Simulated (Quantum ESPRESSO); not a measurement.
# In3HfO5N: finding a planted mistake in a log

Computed values, not a measurement. The program is pw.x of Quantum ESPRESSO 7.5 (plane-wave density functional theory). The cell is made up: 10 atoms on a corundum lattice, with randomly drawn elements, strain and displacements, not relaxed. PseudoDojo standard norm-conserving files (v0.5 for PBE, v0.4.1 for LDA and PBEsol) set the functional; there is no spin polarisation, spin-orbit coupling or dispersion term, and the masses in the input are unused placeholders.

The hafnium pseudopotential is less sure than the others, with forces about 3 percent (worst 6) and pressure in oxides about 1.5 GPa (worst 2.7) from a second method in checks, which no rerun with the same files tests.

Intended input:

```
&control calculation='scf', pseudo_dir='./dojo.nc.sr.pbe.v0_5.standard.upf', outdir='./o', disk_io='low', tprnfor=.true., tstress=.true. /
&system ibrav=0, nat=10, ntyp=4, nbnd=49, ecutwfc=84.00895049, nosym=.true., tot_charge=0,
 occupations='smearing', smearing='fd', degauss=0.0018374661
/
&electrons conv_thr=7.350e-09, electron_maxstep=60, /
ATOMIC_SPECIES
Hf 1.0 Hf.upf
In 1.0 In.upf
N 1.0 N.upf
O 1.0 O.upf
CELL_PARAMETERS angstrom
2.7983 1.6156 4.9346
-2.7983 1.6156 4.9346
0.0 -3.2311 4.9346
ATOMIC_POSITIONS angstrom
In -0.1321 0.0613 5.2102
In -0.0112 0.0149 2.2786
In 0.0404 -0.0154 9.4959
Hf 0.1467 -0.0097 12.6402
O -1.0674 1.594 8.6688
O -0.8225 -1.8283 8.6347
N 1.9057 -0.0135 8.7728
O 1.0688 -1.6783 6.2072
O 0.7997 1.7588 6.0569
O -1.9691 -0.2128 6.083
K_POINTS automatic
5 5 5 1 1 1
```

The log is shortened where brackets say so; the opening notice, blank lines, dates and the lines on written files are dropped, and the path of the files is cut. It prints rydbergs, bohrs and kilobars, and counts compression as positive stress.

Log of the intended run:

```
     Program PWSCF v.7.5
     Parallel version (MPI & OpenMP), running on       4 processor cores
     Number of MPI processes:                 4
     Threads/MPI process:                     1
     [start-up lines left out]
     bravais-lattice index     =            0
     lattice parameter (alat)  =      11.1463  a.u.
     unit-cell volume          =     903.2729 (a.u.)^3
     number of atoms/cell      =           10
     number of atomic types    =            4
     number of electrons       =        86.00
     number of Kohn-Sham states=           49
     kinetic-energy cutoff     =      84.0090  Ry
     charge density cutoff     =     336.0358  Ry
     scf convergence threshold =      7.3E-09
     mixing beta               =       0.7000
     number of iterations used =            8  plain     mixing
     Exchange-correlation= PBE
                           (   1   4   3   4   0   0   0)
     [axes and pseudopotential details left out]
   Cartesian axes
     site n.     atom                  positions (alat units)
         1        In     tau(   1) = (  -0.0223960   0.0103927   0.8833268  )
         2        In     tau(   2) = (  -0.0018988   0.0025261   0.3863093  )
         3        In     tau(   3) = (   0.0068493  -0.0026109   1.6099158  )
         4        Hf     tau(   4) = (   0.0248712  -0.0016445   2.1429941  )
         5        O      tau(   5) = (  -0.1809648   0.2702436   1.4696909  )
         6        O      tau(   6) = (  -0.1394450  -0.3099663   1.4639097  )
         7        N      tau(   7) = (   0.3230885  -0.0022888   1.4873229  )
         8        O      tau(   8) = (   0.1812022  -0.2845356   1.0523562  )
         9        O      tau(   9) = (   0.1355795   0.2981834   1.0268746  )
        10        O      tau(  10) = (  -0.3338373  -0.0360777   1.0312996  )
     number of k points=    63  Fermi-Dirac smearing, width (Ry)=  0.0018
                       cart. coord. in units 2pi/alat
        k(    1) = (   0.0000000   0.0000000   0.1195311), wk =   0.0320000
        k(    2) = (   0.0000000  -0.2433979   0.1992202), wk =   0.0320000
     [further k points left out]
     Dense  grid:    94069 G-vectors     FFT dimensions: (  72,  72,  72)
     Estimated max dynamical RAM per process >     300.95 MB
     Estimated total dynamical RAM >       1.11 GB
     Initial potential from superposition of free atoms
     starting charge      85.9864, renormalised to      86.0000
     Starting wfcs are   61 randomized atomic wfcs
     total cpu time spent up to now is        6.6 secs
     per-process dynamical memory:   234.6 Mb
     Self-consistent Calculation
     iteration #  1     ecut=    84.01 Ry     beta= 0.70
     Davidson diagonalization with overlap
     ethr =  1.00E-02,  avg # of iterations =  2.0
     total cpu time spent up to now is       17.3 secs
     total energy              =    -696.26987997 Ry
     estimated scf accuracy    <       3.34851812 Ry
     iteration #  2     ecut=    84.01 Ry     beta= 0.70
     Davidson diagonalization with overlap
     ethr =  3.89E-03,  avg # of iterations =  3.9
     total cpu time spent up to now is       31.6 secs
     total energy              =    -695.80112843 Ry
     estimated scf accuracy    <      10.17281940 Ry
     [iterations 3 to 12 left out]
     iteration # 13     ecut=    84.01 Ry     beta= 0.70
     Davidson diagonalization with overlap
     ethr =  8.32E-11,  avg # of iterations =  5.9
     total cpu time spent up to now is      177.1 secs
     total energy              =    -697.98001452 Ry
     estimated scf accuracy    <       0.00000003 Ry
     iteration # 14     ecut=    84.01 Ry     beta= 0.70
     Davidson diagonalization with overlap
     ethr =  3.14E-11,  avg # of iterations =  2.0
     total cpu time spent up to now is      188.6 secs
     End of self-consistent calculation
     [lines on levels left out]
!    total energy              =    -697.98001452 Ry
     estimated scf accuracy    <          3.8E-09 Ry
     smearing contrib. (-TS)   =      -0.00000000 Ry
     internal energy E=F+TS    =    -697.98001452 Ry
     The total energy is F=E-TS. E is the sum of the following terms:
     one-electron contribution =    -157.62412333 Ry
     hartree contribution      =     143.81994893 Ry
     xc contribution           =    -197.07716888 Ry
     ewald contribution        =    -487.09867124 Ry
     convergence has been achieved in  14 iterations
     Forces acting on atoms (cartesian axes, Ry/au):
     atom    1 type  2   force =     0.07618905   -0.08262191    0.04096549
     atom    2 type  2   force =     0.01470222   -0.06758796   -0.06985529
     atom    3 type  2   force =    -0.05855715    0.00815609    0.00984824
     atom    4 type  1   force =    -0.11315361    0.03305154    0.00523406
     atom    5 type  4   force =     0.01973075    0.05179418   -0.03859766
     atom    6 type  4   force =    -0.06913062    0.03724258   -0.02874592
     atom    7 type  3   force =     0.13611946   -0.00402347   -0.10026137
     atom    8 type  4   force =     0.04485337    0.01012934    0.01451780
     atom    9 type  4   force =    -0.00219095    0.02035759    0.07398537
     atom   10 type  4   force =    -0.04856251   -0.00649798    0.09290929
     Total force =     0.317634     Total SCF correction =     0.000107
     Computing stress (Cartesian axis) and pressure
          total   stress  (Ry/bohr**3)                   (kbar)     P=        0.03
   0.00011334  -0.00008167   0.00001154           16.67      -12.01        1.70
  -0.00008167  -0.00028492   0.00005978          -12.01      -41.91        8.79
   0.00001154   0.00005978   0.00017224            1.70        8.79       25.34
     init_run     :      6.25s CPU      6.46s WALL (       1 calls)
     electrons    :    181.45s CPU    182.01s WALL (       1 calls)
     forces       :      1.82s CPU      1.84s WALL (       1 calls)
     stress       :      6.27s CPU      6.27s WALL (       1 calls)
     [timing details left out]
     PWSCF        :   3m15.99s CPU   3m16.82s WALL
     JOB DONE.
```

A second run was made from an input with one planted mistake. Its log:

```
     Program PWSCF v.7.5
     Parallel version (MPI & OpenMP), running on       4 processor cores
     Number of MPI processes:                 4
     Threads/MPI process:                     1
     [start-up lines left out]
     bravais-lattice index     =            0
     lattice parameter (alat)  =      11.2980  a.u.
     unit-cell volume          =     940.6393 (a.u.)^3
     number of atoms/cell      =           10
     number of atomic types    =            4
     number of electrons       =        86.00
     number of Kohn-Sham states=           49
     kinetic-energy cutoff     =      84.0090  Ry
     charge density cutoff     =     336.0358  Ry
     scf convergence threshold =      7.3E-09
     mixing beta               =       0.7000
     number of iterations used =            8  plain     mixing
     Exchange-correlation= PBE
                           (   1   4   3   4   0   0   0)
     [axes and pseudopotential details left out]
   Cartesian axes
     site n.     atom                  positions (alat units)
         1        In     tau(   1) = (  -0.0223965   0.0103870   0.8833309  )
         2        In     tau(   2) = (  -0.0019068   0.0025257   0.3863099  )
         3        In     tau(   3) = (   0.0068410  -0.0026093   1.6099032  )
         4        Hf     tau(   4) = (   0.0248720  -0.0016392   2.1429860  )
         5        O      tau(   5) = (  -0.1809615   0.2702463   1.4696869  )
         6        O      tau(   6) = (  -0.1394469  -0.3099712   1.4638996  )
         7        N      tau(   7) = (   0.3230846  -0.0022915   1.4873164  )
         8        O      tau(   8) = (   0.1811956  -0.2845305   1.0523498  )
         9        O      tau(   9) = (   0.1355831   0.2981792   1.0268757  )
        10        O      tau(  10) = (  -0.3338396  -0.0360786   1.0312914  )
     number of k points=    63  Fermi-Dirac smearing, width (Ry)=  0.0018
                       cart. coord. in units 2pi/alat
        k(    1) = (   0.0000000   0.0000000   0.1195318), wk =   0.0320000
        k(    2) = (   0.0000000  -0.2433994   0.1992229), wk =   0.0320000
     [further k points left out]
     Dense  grid:    97809 G-vectors     FFT dimensions: (  72,  72,  72)
     Estimated max dynamical RAM per process >     311.66 MB
     Estimated total dynamical RAM >       1.15 GB
     Initial potential from superposition of free atoms
     starting charge      85.9864, renormalised to      86.0000
     Starting wfcs are   61 randomized atomic wfcs
     total cpu time spent up to now is        6.5 secs
     per-process dynamical memory:   243.5 Mb
     Self-consistent Calculation
     iteration #  1     ecut=    84.01 Ry     beta= 0.70
     Davidson diagonalization with overlap
     ethr =  1.00E-02,  avg # of iterations =  2.0
     total cpu time spent up to now is       16.8 secs
     total energy              =    -696.21237275 Ry
     estimated scf accuracy    <       3.40481855 Ry
     iteration #  2     ecut=    84.01 Ry     beta= 0.70
     Davidson diagonalization with overlap
     ethr =  3.96E-03,  avg # of iterations =  4.0
     total cpu time spent up to now is       31.0 secs
     total energy              =    -695.45921815 Ry
     estimated scf accuracy    <      11.98021846 Ry
     [iterations 3 to 13 left out]
     iteration # 14     ecut=    84.01 Ry     beta= 0.70
     Davidson diagonalization with overlap
     ethr =  1.00E-10,  avg # of iterations =  2.0
     total cpu time spent up to now is      184.1 secs
     total energy              =    -697.97209639 Ry
     estimated scf accuracy    <       0.00000002 Ry
     iteration # 15     ecut=    84.01 Ry     beta= 0.70
     Davidson diagonalization with overlap
     ethr =  2.23E-11,  avg # of iterations =  2.3
     total cpu time spent up to now is      195.6 secs
     End of self-consistent calculation
     [lines on levels left out]
!    total energy              =    -697.97209640 Ry
     estimated scf accuracy    <          7.9E-10 Ry
     smearing contrib. (-TS)   =      -0.00000000 Ry
     internal energy E=F+TS    =    -697.97209640 Ry
     The total energy is F=E-TS. E is the sum of the following terms:
     one-electron contribution =    -167.31801607 Ry
     hartree contribution      =     146.70896208 Ry
     xc contribution           =    -196.80065139 Ry
     ewald contribution        =    -480.56239101 Ry
     convergence has been achieved in  15 iterations
     Forces acting on atoms (cartesian axes, Ry/au):
     atom    1 type  2   force =     0.06544639   -0.07455340    0.03520532
     atom    2 type  2   force =     0.01612907   -0.05769362   -0.06137811
     atom    3 type  2   force =    -0.04664347    0.00901852    0.01096830
     atom    4 type  1   force =    -0.10316871    0.03100756    0.00351193
     atom    5 type  4   force =     0.02049330    0.04859604   -0.03795335
     atom    6 type  4   force =    -0.07055556    0.03139950   -0.03086184
     atom    7 type  3   force =     0.12453225   -0.00421418   -0.09324896
     atom    8 type  4   force =     0.04320403    0.00616883    0.01797724
     atom    9 type  4   force =    -0.00728598    0.02179698    0.06914967
     atom   10 type  4   force =    -0.04215132   -0.01152623    0.08662981
     Total force =     0.291107     Total SCF correction =     0.000075
     Computing stress (Cartesian axis) and pressure
          total   stress  (Ry/bohr**3)                   (kbar)     P=      -60.55
  -0.00033680  -0.00008492   0.00001709          -49.55      -12.49        2.51
  -0.00008492  -0.00067402   0.00005742          -12.49      -99.15        8.45
   0.00001709   0.00005742  -0.00022409            2.51        8.45      -32.96
     init_run     :      6.16s CPU      6.38s WALL (       1 calls)
     electrons    :    188.75s CPU    189.20s WALL (       1 calls)
     forces       :      1.91s CPU      1.93s WALL (       1 calls)
     stress       :      6.50s CPU      6.50s WALL (       1 calls)
     [timing details left out]
     PWSCF        :   3m23.48s CPU   3m24.20s WALL
     JOB DONE.
```

Question: what was wrong in the second input?

Answer: the cell and the positions are scaled by a wrong factor. The input lines that differ, file-writing options aside:

```
- 2.7983 1.6156 4.9346
+ 2.8364 1.6376 5.0017
- -2.7983 1.6156 4.9346
+ -2.8364 1.6376 5.0017
- 0.0 -3.2311 4.9346
+ 0.0 -3.275 5.0017
- In -0.1321 0.0613 5.2102
+ In -0.1339 0.0621 5.2811
- In -0.0112 0.0149 2.2786
+ In -0.0114 0.0151 2.3096
- In 0.0404 -0.0154 9.4959
+ In 0.0409 -0.0156 9.625
- Hf 0.1467 -0.0097 12.6402
+ Hf 0.1487 -0.0098 12.8121
- O -1.0674 1.594 8.6688
+ O -1.0819 1.6157 8.7867
- O -0.8225 -1.8283 8.6347
+ O -0.8337 -1.8532 8.7521
- N 1.9057 -0.0135 8.7728
+ N 1.9316 -0.0137 8.8921
- O 1.0688 -1.6783 6.2072
+ O 1.0833 -1.7011 6.2916
- O 0.7997 1.7588 6.0569
+ O 0.8106 1.7827 6.1393
- O -1.9691 -0.2128 6.083
+ O -1.9959 -0.2157 6.1657
```

|  | intended run | run with the mistake |
| --- | --- | --- |
| free energy (eV) | -9496.502 | -9496.394 |
| smearing term -TS (eV) | 0.0000 | 0.0000 |
| pressure (GPa) | 0.00 | -6.06 |
| largest force component (eV/Å) | 3.500 | 3.202 |
| largest change of a force component (eV/Å) |  | 0.306 |
| iterations | 14 | 15 |

For scale, a rerun of the intended cell at 1437 eV and a 7 x 7 x 7 mesh moved values by no more than 0.003 eV in energy, 0.03 GPa in stress and 0.002 eV/Å in force.